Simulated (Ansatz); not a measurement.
YGe in space group P-6m2 (No. 187; Y on 1a, Ge on 1f) at seven volumes, the program Ansatz at the PBE level (PAW), shape and atoms relaxed at each. One row is withheld.

| V (Å³/atom) | P (GPa) |
|---|---|
| 23.032 | 5.62 |
| 23.791 | ? |
| 24.550 | 1.73 |
| 25.309 | 0.00 |
| 26.069 | -1.58 |
| 26.828 | -2.94 |
| 27.587 | -4.13 |

### Question
Fit the shown pressures and predict the withheld one.

### Answer
P = (3/2)B₀(x^(7/2) − x^(5/2))[1 + (3/4)(B′ − 4)(x − 1)] with x = (V₀/V)^(2/3). Least squares on the six rows gives V₀ = 25.307 Å³/atom, B₀ = 53.7 GPa, B′ = 2.40. At V = 23.791, x = 1.0420 and P = 3.56 GPa. The run itself gave 3.55 GPa.

The cell is a constructed one: a structure type filled with these elements; neither database checked (COD, Materials Project) lists it. Its standing as an ambient phase is unchecked. Symmetry was held in the PBE relaxation; its stability against distortions is not shown here. The run is not spin-polarised.

Potentials: the later of the program's two PAW sets.
